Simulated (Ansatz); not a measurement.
Re (hcp (Mg type), space group No. 194) under volume change, DFT-PBE+D3(BJ) in the program Ansatz with PAW potentials, shape and atoms relaxed at each volume.

```csv
V (Å³/atom),E − E(relaxed) (meV/atom),P (GPa)
13.344,167.9,44.33
13.784,70.4,27.11
14.224,16.6,12.46
14.664,0.0,0.00
15.104,15.0,-10.60
15.544,56.8,-19.60
15.984,121.3,-27.22
```

Question: What does a third-order Birch–Murnaghan fit give for V₀, B₀ and B′?

Answer: V₀ = 14.66 Å³/atom, B₀ = 382 GPa, B′ = 4.4.

Space group P6_3/mmc (hcp (Mg type)). Symmetry was held in the PBE+D3(BJ) relaxation. No spin polarisation was allowed. The pairwise dispersion correction was not fitted to metals. Spin–orbit coupling is left out wherever it is not named.

Potentials: the later of the program's two PAW sets.
